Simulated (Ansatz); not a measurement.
MoS$_{2}$:
```
CELL_PARAMETERS angstrom
      3.17222     0.00000     0.00000
     -1.58611     2.74722     0.00000
      0.00000     0.00000     6.86857
ATOMIC_POSITIONS crystal
  Mo 0.00000 0.00000 0.00000
  S  0.33333 0.66667 0.22629
  S  0.33333 0.66667 0.77371
```

Relaxed with r²SCAN+D4.

Q: Give the optical modes at the zone centre with their infrared and Raman activity from DFPT, r²SCAN+D4 in the plane-wave PAW code Ansatz.

A: Transverse frequencies, without the LO–TO term; a row sums one degenerate level.

```csv
ω (cm⁻¹),degeneracy,IR ((D/Å)²/amu),Raman (Å⁴/amu),activity,symmetry
284,2,0.00,2.3,Raman,E''
385,2,0.91,480,IR+Raman,E'
414,1,0.00,210,Raman,A1'
472,1,0.04,0,IR,A2''
```

Q: How high does the top mode go among those that the LO–TO term moves?

A: 387 cm⁻¹ for q along x, 387 cm⁻¹ for q along y.

Space group P-6m2. The first step of the workflow began from a Materials Project structure, measured or hypothetical; the Crystallography Open Database copy checked does not list it. It is not the phase usual at ambient conditions (space group No. 160, 194). The cell keeps a stress of up to 0.2 GPa. Symmetry was held in the r²SCAN+D4 relaxation. At this level the phase is mechanically unstable. No spin polarisation was allowed.

Potentials: the later of the program's two PAW sets.
